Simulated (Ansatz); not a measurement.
The calculation used DFT PBE, scalar-relativistic, plane waves, PAW (Ansatz). Cutoff 420 eV, Γ-centred meshes of about 0.25 Å⁻¹ or finer for metals and 0.3 Å⁻¹ for insulators (2π included), Gaussian smearing. No spin polarisation.

Temperature and zero-point effects are left out.

Two relaxed structures of Mg3Cd2Te3:

A.

Space group Pm-3m (No. 221). a = 6.032 Å, b = 6.032 Å, c = 6.032 Å, α = 90.00°, β = 90.00°, γ = 90.00°
```tsv
atom	site	symmetry	x	y	z
Mg	3d	4/mm.m	0.5000	0.0000	0.0000
Cd	1a	m-3m	0.0000	0.0000	0.0000
Cd	1b	m-3m	0.5000	0.5000	0.5000
Te	3c	4/mm.m	0.0000	0.5000	0.5000
```

B.

Space group P4/mmm (No. 123). a = 4.179 Å, b = 4.179 Å, c = 12.779 Å, α = 90.00°, β = 90.00°, γ = 90.00°
| atom | site | symmetry | x | y | z |
| --- | --- | --- | --- | --- | --- |
| Mg | 2h | 4mm | 0.5000 | 0.5000 | 0.7735 |
| Mg | 1a | 4/mmm | 0.0000 | 0.0000 | 0.0000 |
| Cd | 2e | mmm. | 0.0000 | 0.5000 | 0.5000 |
| Te | 2g | 4mm | 0.0000 | 0.0000 | 0.7592 |
| Te | 1c | 4/mmm | 0.5000 | 0.5000 | 0.0000 |

Question: Which would you expect to be lower, and how large is the difference?

Answer: B is lower, by 157 meV/atom. A has space group Pm-3m (No. 221), 27.4 Å³/atom and no gap on its mesh; B has space group P4/mmm (No. 123), 27.9 Å³/atom and no gap. Counting Te atoms around Cd and Mg (those within 1.25 times the shortest such distance or 1.15 times the sum of covalent radii, 1.27 where that leaves under three; the shortest distance is added where it exceeds 1.18 times the sum of covalent radii; a slash parts the counts of unlike sites), A has Mg 4, Cd 6/12 from 4.3 Å and B has Mg 5/6, Cd 4 from 3.9 Å. In A, around Mg lie 2 Cd at 3.02 Å and 4 Te at 3.02 Å; Cd on its first site has 6 Mg at 3.02 Å; Te has 2 Cd at 3.02 Å and 4 Mg at 3.02 Å; 1 more site not described. In B, Mg on a site of symmetry 4mm has 5 Te at 2.89–2.96 Å; around Cd lie 4 Cd at 2.95 Å; around Te on a site of symmetry 4mm lie 5 Mg at 2.96–3.08 Å; 2 more sites not described. Both come from trial cells of a structure search, whose lowest cell (I4/mmm, 27.4 Å³/atom) lies 25 meV/atom below the lower of the two.

Spin–orbit coupling, which can matter for Te, is left out. With atoms moved at random, B (by 25 meV/atom) fell into a lower structure. A had no clear such test and can be a saddle point. Some structure types and database cells were kept out of the candidates from the start, so a known form may be missing.
